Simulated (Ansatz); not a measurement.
Starting cell, Nb (bcc, W type):

```xyz
2
Lattice="-3.3096 3.3096 3.3096 1.6548 -1.6548 1.6548 1.6548 1.6548 -1.6548" Properties=species:S:1:pos:R:3 pbc="T T T"
Nb     0.0000     0.0000     0.0000
Nb    -1.6548     1.6548     1.6548
```

The atoms are displaced by Q × the pattern below (from a DFPT mode at N = (0.5, 0.0, 0.0), largest move 1; Q in Å), at fixed cell. (q is in reciprocal vectors of the primitive cell; the cell shown is doubled to hold the pattern.)

```csv
atom,x,y,z
Nb1,1.000,0.000,0.000
Nb2,-1.000,0.000,0.000
```

These are PBE (plane waves to 420 eV, PAW, scalar-relativistic; Ansatz, a quantum-chemistry and plane-wave program) values and carry that method's errors. k mesh 10×20×20 (Γ-centred), Fermi-Dirac smearing 0.05 eV. E stands for the smeared free energy. With partly filled bands, energies and forces of such displacements shift with the k mesh and the smearing. Nb is run without spin polarisation. Nb was relaxed with its symmetry unable to fall. The zero of ΔE is the undisplaced structure. The last digit holds for this mesh only.

```csv
Q (Å),ΔE (meV/cell)
-0.1000,90.2
-0.0833,withheld
-0.0667,41.9
-0.0500,23.9
-0.0333,10.7
-0.0167,2.7
0.0000,0.0
0.0167,2.7
0.0333,10.7
0.0500,23.9
0.0667,41.9
0.0833,withheld
0.1000,90.2
```

Q: Fit an even polynomial form (powers 2, 4) to the given rows and predict ΔE at Q = -0.0833.

A: Least squares on the 11 given rows: ΔE = (9737)·Q² + (-71690)·Q⁴, in meV/cell with Q in Å; root-mean-square residual 0.01 meV/cell. At -0.0833 the fit gives 64.1 meV/cell; the calculation gives 64.1 meV/cell, the same to the digits shown. The quadratic term alone would give 67.6 meV/cell.

(For displaced atoms, the force is minus the slope of the energy, and its curvature is a force constant, which sets phonon frequencies.)
